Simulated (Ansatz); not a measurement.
Values for one crystal, relaxed and computed with the program Ansatz at the PBEsol level (PAW); other levels are named.

| Quantity | Result |
|---|---|
| Volume per atom | 10.95 Å³ |
| Electronic character | metallic (no gap) |
| Bulk modulus (Birch–Murnaghan fit) | 193 GPa |
| Pressure derivative B′ | 4.3 |
| Formation energy from the elements (no fitted shifts) | -0.76 eV/atom |
| Density of states at the Fermi level | 0.39 states/eV per atom (mean over ±0.08 eV) |

**Question.** Which compound is it?
(A) VSi2, P6_222 (V on 3d, Si on 6j)
(B) TiSi2, Cmcm (Si on 4c, Si on 4c, Ti on 4c)
(C) Si2Mo, MoSi2 or CaC2 type
(D) TiSiB, Cmcm (Si on 4c, B on 4c, Ti on 4c)

**Answer.** D, TiSiB, Cmcm (Si on 4c, B on 4c, Ti on 4c)

The start of the workflow was typed in or built on a structure type; neither database checked (COD, Materials Project) lists it. Whether it is the stable phase at ambient conditions was not checked. The PBEsol relaxation kept the symmetry of its start; its stability against distortions is not shown here. The run is not spin-polarised. The references are the lowest solids computed at this level, not always the standard phases.

Potentials: the later of the program's two PAW sets.
